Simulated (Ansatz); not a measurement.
SnSe:
Space group F-43m (No. 216); a = b = c = 6.7422 Å, α = β = γ = 90.00°

| atom | site | symmetry | x | y | z |
|---|---|---|---|---|---|
| Se | 4c | -43m | 0.2500 | 0.2500 | 0.2500 |
| Sn | 4a | -43m | 0.0000 | 0.0000 | 0.0000 |
(The calculation used a cell of 2 atoms; values per cell refer to that cell.)

This is the HSE06-relaxed structure.

Task: All from HSE06 in the plane-wave PAW code Ansatz, unless another level is named. Estimate the smallest direct gap on the standard path.

Result: 1.05 eV.

Task: Next, the valence-band maximum?

Result: at W.

Task: Give the conduction-band minimum.

Result: at X (3 equivalent valleys).

The cell is a constructed one: a structure type filled with these elements; neither database checked (COD, Materials Project) lists it. It is not the phase usual at ambient conditions (space group No. 62). The cell was relaxed with HSE06 under the symmetry of its start; whether a distortion lowers the energy is not shown. The hybrid was solved on a coarse mesh, the path and, where they were found, the r²SCAN edge points; its band edges are the extreme levels among these. Spin–orbit coupling is left out wherever it is not named.

Potentials: the later of the program's two PAW sets.
